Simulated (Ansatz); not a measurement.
Polymorphs of Te₂W, each relaxed with LDA in the plane-wave PAW code Ansatz:

A: P6_3/mmc
a = 3.475 Å, b = 3.475 Å, c = 13.832 Å, α = 90.00°, β = 90.00°, γ = 120.00°

```
atom  site  symmetry       x       y       z
----  ----  --------  ------  ------  ------
Te      4f       3m.  0.6667  0.3333  0.1196
W       2c      -6m2  0.3333  0.6667  0.2500
```

B: Pmn2_1
a = 3.445 Å, b = 6.216 Å, c = 13.840 Å, α = β = γ = 90.00°

```json
[
 {"atom": "Te", "site": "2a", "symmetry": "m..", "x": "0.0000", "y": "0.2075", "z": "0.4038"},
 {"atom": "Te", "site": "2a", "symmetry": "m..", "x": "0.0000", "y": "0.2980", "z": "0.8578"},
 {"atom": "Te", "site": "2a", "symmetry": "m..", "x": "0.5000", "y": "0.1430", "z": "0.1574"},
 {"atom": "Te", "site": "2a", "symmetry": "m..", "x": "0.0000", "y": "0.6466", "z": "0.1112"},
 {"atom": "W", "site": "2a", "symmetry": "m..", "x": "0.0000", "y": "0.0418", "z": "0.0154"},
 {"atom": "W", "site": "2a", "symmetry": "m..", "x": "0.0000", "y": "0.6027", "z": "0.4997"}
]
```

Put the candidates in order of energy per atom at 0 K, lowest first, for LDA.

B (+0 meV/atom), A (+15 meV/atom)

Give each one's gap.

A 0.74 eV; B no gap.

Standing as an ambient phase not checked: A; B. Weakly bound layers, chains or molecules computed without a dispersion correction, so cells and soft constants are ill determined: A; B. All cells were relaxed under the symmetry of their starts (and spin orders); stability against distortions was not tested throughout. Rows with no word on spin ran without spin polarisation. Spin–orbit coupling is left out wherever it is not named.

Energies hold the estimated change up to a 700 eV cutoff; steps of a few meV lie near the error of the meshes.

Potentials: the later of the program's two PAW sets.
